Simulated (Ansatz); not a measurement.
## Eu (bcc)

The computed numbers are results of r²SCAN, scalar-relativistic (collinear spin) in the plane-wave PAW code Ansatz at 500 eV, Γ-centred 14×14×14 mesh, 0.05 eV Gaussian smearing; PAW files: Ansatz's generated set soft_2.

```yaml
crystal:
  lattice:
    - [-2.22709, 2.22709, 2.22709]
    - [2.22709, -2.22709, 2.22709]
    - [2.22709, 2.22709, -2.22709]
  atoms:
    - { symbol: Eu, position: [0.00000, 0.00000, 0.00000] }
```

Magnetic state: ferromagnetic, site spin moments Eu 7.27 μB.

Path: Γ–H–N–Γ–P–H | P–N, with Γ = (0.000, 0.000, 0.000), H = (0.500, -0.500, 0.500), N = (0.000, 0.000, 0.500), P = (0.250, 0.250, 0.250) in reciprocal vectors of the calculation's cell.

Question: Is it a metal or an insulator, and if it has a gap, where are the band edges on this path?

Answer: A metal: bands cross the Fermi level.

Bands as a text map, energy in eV from the Fermi level (dashes), each leg drawn with the same width, + spin up, o spin down, # both:
```
  5.57 | ooo  ooo####oo#ooooo o oooooo +ooooooooooooo
  5.14 |oo   o+##ooo  ooo   oooo o o  #o   #   #ooooo
  4.71 |    o+o+#++++   #oooo ooo+ +o# oooo+oo#      
  4.29 | o+# o+  o   #++  o       ++++    # +++++++++
  3.86 | +o +o+ +o      ++ o   o++    ++++     +++   
  3.43 |#oo o+    o o ++++++###++         +       +++
  3.00 | #o# +   +oo +    +#o o+         o           
  2.57 |  +        o+     o+   o                     
  2.14 |+++o+     ++o   oo  +++ o                    
  1.71 |  ++       + oooo  ++ +  o      o+      ooooo
  1.29 |   +o      oo     +    +  oooooo    ooooo    
  0.86 |     o    o +   ++      +  o ooo#     o      
  0.43 |    +oo oooo ++++        +       oo    oo++++
  0.00 |-------o----#+------------#+++++---o+++++#---
 -0.43 |++++#++++++++###++++++++++++++++++++++++++###
 -0.86 |++++++++++++++++#++++++++#+++++++++++++++++++
 -1.29 |   o +++++++              +      +++    +    
 -1.71 |            +++  o      o                ++++
 -2.14 |  o +          +  o                          
 -2.57 |                +  o   o +                   
 -3.00 |oo +             +  ooo                      
 -3.43 |                        +                    
 -3.86 |  +               +                          
 -4.29 |                   +   +                     
 -4.71 |++                  +++                      
 -5.14 |                                             
 -5.57 |                                             
 -6.00 |                                             
        Γ      H      N      Γ      P      HP       N
```

Without a U the 4f levels of Eu lie too near the Fermi level, so their share of the states there, and what hangs on it, is overstated. For elements this heavy, spin–orbit coupling would shift levels and gaps; it isn't included here. The run wasn't fully tested for a lower electronic state. Site moments are of spin, integrated over atomic spheres.
